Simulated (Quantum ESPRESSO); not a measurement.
Parts of the isotropic shielding in SiC, by PBE GIPAW (a modified build of Quantum ESPRESSO, JTH PAW datasets), 20 Ha, k-mesh 10×10×10 shifted:

```xyz
2
Lattice="0.0000 2.1988 2.1661 2.1661 0.0000 2.1661 2.1661 2.1988 0.0000" Properties=species:S:1:pos:R:3 pbc="T T T"
Si     1.0831     1.0994     1.0831
C      0.0000     0.0000     0.0000
```
The cell was made here from a computed Materials Project entry: strained by +1 % along the cube axis and by -0.5 % across it, atoms relaxed (PBE without dispersion, pw.x of Quantum ESPRESSO, symmetry kept). The parent is SiC in F-43m. Stability against distortions was not tested.

The core term is that of the free atom's frozen core; the paramagnetic column sums the reconstruction terms. These are absolute shieldings with no macroscopic susceptibility term; δ = σ_ref − σ needs a reference computed alike. By our sweeps, such settings leave a few ppm in absolute σ. The datasets of Si hold no d projectors, which limits absolute σ on these atoms. Static lattice: thermal averaging is not included.

```
site          core  bare (smooth current)  diamagnetic correction  paramagnetic corrections  σ_iso (ppm)
-----------  -----  ---------------------  ----------------------  ------------------------  -----------
Si (atom 1)  837.8                  -26.9                     3.2                         …            …
C (atom 2)   200.5                    5.9                     7.2                         …            …
```

Q: Complete the blanks.

A: 
- Si (atom 1), paramagnetic corrections: -455.4
- Si (atom 1), σ_iso (ppm): 358.7
- C (atom 2), paramagnetic corrections: -71.8
- C (atom 2), σ_iso (ppm): 141.7
